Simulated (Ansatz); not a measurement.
Q: TaN (rock salt, Fm-3m) is relaxed with DFT-r²SCAN in the program Ansatz with PAW potentials. What lattice parameters of the conventional cell result?

A: a = 4.396 Å.

Q: Is it a metal or does it have a gap at this level?

A: No gap at this level.

Symmetry was held in the r²SCAN relaxation. The run is not spin-polarised. Scalar-relativistic: spin–orbit coupling is off unless named, which matters more the heavier the elements.

Potentials: the later of the program's two PAW sets.
